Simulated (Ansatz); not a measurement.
Values for one crystal, relaxed and computed with PBEsol in the plane-wave PAW code Ansatz; other levels are named.

| Quantity | Result |
|---|---|
| Volume per atom | 33.55 Å³ |
| Band gap | 1.23 eV (direct) |
| Valence-band maximum | at Γ |
| Pressure derivative B′ | 5.4 |
| Gap with spin–orbit coupling | 1.00 eV |
| Conduction-band minimum | at Γ |
| Formation energy from the elements (no fitted shifts) | -0.19 eV/atom |

Task: Pick the material that matches.
(A) BeS, wurtzite
(B) CuI, P6_422 (Cu on 3c, I on 3d)
(C) TaAgO3, R-3c (Ta on 6b, Ag on 6a, O on 18e)
(D) AgI, wurtzite

Result: D, AgI, wurtzite

Space group P6_3mc (wurtzite). Symmetry was held in the PBEsol relaxation. The run is not spin-polarised. The references are the lowest solids computed at this level, not always the standard phases. Scalar-relativistic: spin–orbit coupling is off unless named, which matters more the heavier the elements.

Potentials: the later of the program's two PAW sets.
